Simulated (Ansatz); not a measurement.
Starting cell, Ir (fcc, Cu type):

```
CELL_PARAMETERS angstrom
      0.00000     3.87085     3.87085
      1.93542     0.00000     1.93542
      1.93542     1.93542     0.00000
ATOMIC_POSITIONS crystal
  Ir 0.00000 0.00000 0.00000
  Ir 0.50000 0.00000 0.00000
```

The atoms are displaced by Q × the pattern below (from a DFPT mode at L = (0.5, 0.0, 0.0), largest move 1; Q in Å), at fixed cell. It is one choice among 2 degenerate patterns. (q is in reciprocal vectors of the primitive cell; the cell shown is doubled to hold the pattern.)

```csv
atom,x,y,z
Ir1,0.285,-0.520,0.805
Ir2,-0.285,0.520,-0.805
```

The numbers are results of PBE (plane waves to 420 eV, PAW, scalar-relativistic; Ansatz, a quantum-chemistry and plane-wave program), not measurements. k mesh 21×21×21 (Γ-centred), Fermi-Dirac smearing 0.05 eV. Energies are smeared free energies. With partly filled bands, energies and forces of such displacements shift with the k mesh and the smearing. Ir is run without spin polarisation. Ir was relaxed with its symmetry unable to fall. Spin-orbit coupling is left out, though Ir is heavy. The zero of ΔE is the undisplaced structure. The last digit holds for this mesh only.

```csv
Q (Å),ΔE (meV/cell)
-0.180,withheld
-0.150,191.0
-0.120,124.3
-0.090,70.6
-0.060,31.6
-0.030,7.9
0.000,0.0
0.030,7.9
0.060,31.6
0.090,70.6
0.120,124.3
0.150,191.0
0.180,withheld
```

Fit an even polynomial form (powers 2, 4) to the given rows and predict ΔE at Q = -0.180.

Least squares on the 11 given rows: ΔE = (8858)·Q² + (-16310)·Q⁴, in meV/cell with Q in Å; root-mean-square residual 0.08 meV/cell. At -0.180 the fit gives 269.9 meV/cell; the calculation gives 268.1 meV/cell, so the extrapolation is off by 1.8 (+0.7 %). The quadratic term alone would give 287.0 meV/cell.

(A displaced cell: forces are minus the slopes of the energy, force constants its curvatures, and phonons follow from these.)
